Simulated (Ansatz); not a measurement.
**Compressing Mn3ZnN: a fit and a missing row**

Mn3ZnN, Pm-3m, a = 3.726 Å. The structure is a COD entry; whether it is the stable form wasn't checked. Ansatz: PBEsol, PAW, 420 eV, Γ-centred 10×10×10 mesh on 5 atoms, Gaussian smearing 0.10 eV; collinear spin, largest moment 1.1 μB. Symmetry fixes shape and atoms, so the cell is only scaled; pressure is positive in compression.

| V (Å³/atom) | P (GPa) |
| --- | --- |
| 9.104 | ? |
| 9.415 | 28.61 |
| 9.725 | 17.50 |
| 10.035 | 8.04 |
| 10.346 | 0.04 |
| 10.656 | -6.67 |
| 10.967 | -12.16 |
| 11.380 | -17.49 |

Take V0 = 10.346 Å³/atom, count pressures from its P0 = 0.04 GPa, fit the third-order Birch–Murnaghan form to the other rows, and predict the missing pressure.

With the Eulerian strain f = ½[(V0/V)^(2/3) − 1] and y = (P − P0)/[3f(1 + 2f)^(5/2)], the form is the line y = B0 + 1.5 B0 (B0′ − 4) f. Rows (f, y): 0.03244, 250.9; 0.02107, 249.1; 0.01028, 246.5; -0.00974, 241.2; -0.01906, 235.1; -0.03077, 222.6. Means f = 0.0007033, y = 240.90; Σ(Δf)² = 0.003004, ΣΔfΔy = 1.225; the slope is their ratio. y = 240.6 + 407.9 f GPa, so B0 = 240.6 GPa and B0′ = 4 + 2 × (407.9)/(3 × 240.6) = 5.13. At V = 9.104, f = 0.04450, y = 258.75 and P = 42.79 GPa. The run gave 41.61 GPa, so the fit is 1.18 GPa too high, 2 % of the span of the series, against an rms of 0.24 GPa on the fitted rows. The row lies outside the fitted range. A fourth-order term fitted to the same rows gives P = 40.89 GPa at this row's volume (the line 42.79, the run 41.61), which recovers part of the miss. The records add, with no proof that it causes the miss: the largest moment runs from 0.82 to 1.40 μB along the series.

The largest moment runs from 0.82 to 1.40 μB along the series, so B0 and B0′ hold the change of the moment too.

The state reached may not be the lowest one. The program reads another magnetic order as possibly lower. Moments started parallel, and an antiferromagnetic order may lie lower.